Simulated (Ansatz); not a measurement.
Input file for Ansatz (a program for electronic structure):

Ansatz 0.2 input:
```yaml
crystal:
  lattice:
    - [1.5866967889, 0.9160798182, 6.2718037254]
    - [-1.5866967889, 0.9160798182, 6.2718037254]
    - [0.0, -1.8321596364, 6.2718037254]
  atoms:
    - { symbol: W, position: [0.999331935, 0.999331935, 0.999331935] }
    - { symbol: S, position: [0.5830973596, 0.5830973596, 0.5830973596] }
    - { symbol: S, position: [0.7488677053, 0.7488677053, 0.7488677053] }
kpoints:
  mp_grid: { grid: [10, 10, 10] }
hamiltonian:
  xc: r2scan
  dispersion: d4
  pseudopotentials: { kind: paw }
scf:
  occupations: { method: fixed }
checkpoint: { read: static.run }
output: { write_density: true, elf: true, volumetric_format: npy }
basis: { fft_grid_basis: typed }
```

Output (shortened):

```
Pseudopotential: W, paw, valence charge 14
Pseudopotential: S, paw, valence charge 6
Functional definition: r2SCAN
Crystal: 3 atoms, lattice volume = 54.698 Å³
Basis set: ecut = 500 eV, 1391 PW (Γ), exchange–correlation on 192×192×192 points (64 copies of the dense FFT grid, shifted against one another)
Bands: 17, of which v1, the nominal top of the filled ones, is band 13 counted from 1 (12 counted from 0)
Symmetry: 6 space group operations
Space group: R3m (ITA 160), of the structure as read, at distance tolerance 3.8e-5 Å
k-points: 116 of 1000 (time reversal used)
Stability of the state it starts from, as read at its close in the unpolarized treatment …
iter 1 solved again at ethr=3.67e-7 eV; its pass at ethr=3.10e-3 eV (dr2=9.55e-5 eV) is discarded
SCF iter   1: F=—  HF=-12212.105163 eV  |F-HF|=—  |Δ(HF+E_count)|=         —  Δρ=9.01e-7  dr2=4.12e-10  dr2_τ=4.77e-11  ethr=3.67e-7  ⟨swp⟩=3.0  Hψ=15207  notcnv=0  defer=232
preconditioner: auto → none
SCF iter   2: F=-12212.105163 eV  HF=-12212.105163 eV  |F-HF|=2.49e-10  |Δ(HF+E_count)|=   3.29e-9  Δρ=5.32e-7  dr2=3.37e-10  dr2_τ=5.39e-11  ethr=1.59e-12  ⟨swp⟩=10.2  Hψ=11309  notcnv=0
SCF 1 converged in 2 iterations: F = -12212.105163 eV  dr2 = 3.37e-10
SCF converged after 2 iterations
Free energy (F): -12212.105163 eV
Harris-Foulkes:  -12212.105163 eV  (|F-HF|=2.49e-10)
Internal energy: -12212.105163 eV  (E = F + TS)
E sigma→0 (E₀):  -12212.105163 eV
Fermi energy:    11.149474 eV
--- Per-component energies (eV) ---
  E_band       = -218.597424
  E_kinetic    = 667.015351
  E_local      = -1839.761580  (includes V_loc(G=0)·N_el)
  E_nonlocal   = 57.794354
  E_hartree    = 733.952541
  E_xc         = -433.499482
  E_vxc        = -450.202012  (∫ρ·V_xc dr)
  E_paw        = -9812.217364  (= ΣΔE_a)
  E_vpaw       = -143.609457  (= ΣTr[D̂ρ^β])
  E_aug_tail   = -0.000048  (compensation charges beyond the density's cutoff)
  E_vtau       = 22.261180  (kinetic-family band-sum trace: ∫τ·v_τ [+ j·A + Jᵃ·Aᵃ] dr)
  E_ewald      = -1584.117319
  E_disp       = -0.464134  (pairwise vdW)
  E_core_change = -0.807482  (= ΣΔE_core)
  E_smearing   =  0.000000  (= −TS)
  E_closure    = 0.000000  (closes the sum)
  Σ components = -12212.105163   (vs F -12212.105163, Δ=0.00e0)
  [band-id]    e_kinetic+e_local+e_nonlocal+2·e_hartree+e_vxc+e_vpaw+e_augmentation_tail+e_vtau = -218.597130   (vs E_band -218.597424, Δ=2.93e-4)
--- Band table (eV; the first three rows and the last of 116) ---
  k-point 0: bands = ["-65.3947", "-29.0386", "-28.8726", "-28.8726", "-5.1605", "-3.1483", "3.3467", "7.4157", "7.4157", "8.6884", "8.6884", "9.3955", "10.0019", "13.5249", "13.5249", "13.7820", "13.7820"]
  k-point 1: bands = ["-65.3929", "-29.0320", "-28.9086", "-28.8809", "-4.9861", "-3.0979", "3.5587", "6.9936", "7.5841", "8.0603", "8.4246", "9.5792", "10.0305", "13.2998", "13.5201", "13.6312", "13.8377"]
  k-point 2: bands = ["-65.3880", "-29.0145", "-29.0019", "-28.9026", "-4.5004", "-2.9576", "4.0987", "6.0979", "7.0830", "7.8577", "8.0322", "9.3618", "9.7951", "12.7175", "13.3668", "13.8907", "14.4536"]
  k-point 115: bands = ["-65.3947", "-29.0387", "-28.8726", "-28.8726", "-4.9825", "-3.4939", "4.2586", "7.3111", "7.4020", "7.4020", "8.7166", "8.7166", "11.1495", "13.5980", "13.5980", "13.6711", "13.6711"]
```

Cost: very roughly 17 core-seconds on shared cores.

The workflow started from a Materials Project entry (that database holds measured and hypothetical structures alike); the Crystallography Open Database files this formula in space group No. 160, but the cells were not matched. It is not the phase usual at ambient conditions (space group No. 194). The r²SCAN+D4 relaxation kept the symmetry of its start; whether a distortion lowers the energy is not shown. No spin polarisation was allowed. Scalar-relativistic: spin–orbit coupling is off unless named, which matters more the heavier the elements.

Potentials: the later of the program's two PAW sets.

Ansatz is a plane-wave DFT program.
